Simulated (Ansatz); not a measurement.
## MgS: pressure against volume, fitted

```
CELL_PARAMETERS angstrom
0.00000 2.60165 2.60165
2.60165 0.00000 2.60165
2.60165 2.60165 0.00000
ATOMIC_POSITIONS crystal
Mg 0.00000 0.00000 0.00000
S 0.50000 0.50000 0.50000
```

Atoms are numbered in the order listed.

The cell is COD entry 9008672, as deposited and not checked against the literature; nothing was relaxed.

Theory: Ansatz 0.2.0, DFT, PBEsol, all-electron LAPW, scalar-relativistic.

The runs use a Γ-centred 10×10×10 k mesh, Fermi–Dirac smearing of 0.03 eV, basis error target 0.25 meV/atom, no spin polarisation.

The cell is scaled evenly. Fractional coordinates are held (clamped ions).

```
V (Å³/atom)  P (GPa)
     16.553     4.26
     17.257     0.60
     17.433    -0.20
     17.609    -0.96
     17.786    -1.68
     17.962    -2.37
     18.314    -3.64
     18.666    -4.79
```

(1) Fit a third-order Birch–Murnaghan curve to the pressures.

(2) Predict the pressure at the withheld volume, 16.905 Å³/atom.

Results:

(1) P = (3B0/2)(y^(7/2) − y^(5/2))[1 + (3/4)(B0′ − 4)(y − 1)] with y = (V0/V)^(2/3) fits within 0.01 GPa for V0 = 17.389 Å³/atom, B0 = 78.1 GPa and B0′ = 4.11.

(2) There y = 1.0190, so the fit gives 2.34 GPa; the run gave 2.34 GPa.
